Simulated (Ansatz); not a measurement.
B₂W:
Space group P6/mmm (No. 191); a = 3.0043 Å, b = 3.0043 Å, c = 3.3308 Å, α = 90.00°, β = 90.00°, γ = 120.00°

```csv
atom,site,symmetry,x,y,z
W,1a,6/mmm,0.0000,0.0000,0.0000
B,2d,-6m2,0.3333,0.6667,0.5000
```

Relaxed at zero pressure with the program Ansatz at the PBEsol level (PAW).

### Question
The volume is lowered by 3 % and shape and atoms relax at that volume. What pressure results, and how do the axes share the change?

### Answer
10.9 GPa; a -0.8 %, b -0.8 %, c -1.5 %; the energy rises by 9 meV/atom.

### Question
Give the new structure.

### Answer

Space group P6/mmm (No. 191); a = 2.982 Å, b = 2.982 Å, c = 3.280 Å, α = 90.00°, β = 90.00°, γ = 120.00°

```csv
atom,site,symmetry,x,y,z
W,1a,6/mmm,0.0000,0.0000,0.0000
B,2d,-6m2,0.3333,0.6667,0.5000
```

The phase is kept; no other phase was compared at this pressure.

The workflow started from an entry of the Crystallography Open Database (COD), which files this formula under 2 space groups. Whether it is the stable phase at ambient conditions was not checked. Symmetry was held in the PBEsol relaxation; whether a distortion lowers the energy is not shown. The run is not spin-polarised. Spin–orbit coupling is left out wherever it is not named.

Potentials: the later of the program's two PAW sets.
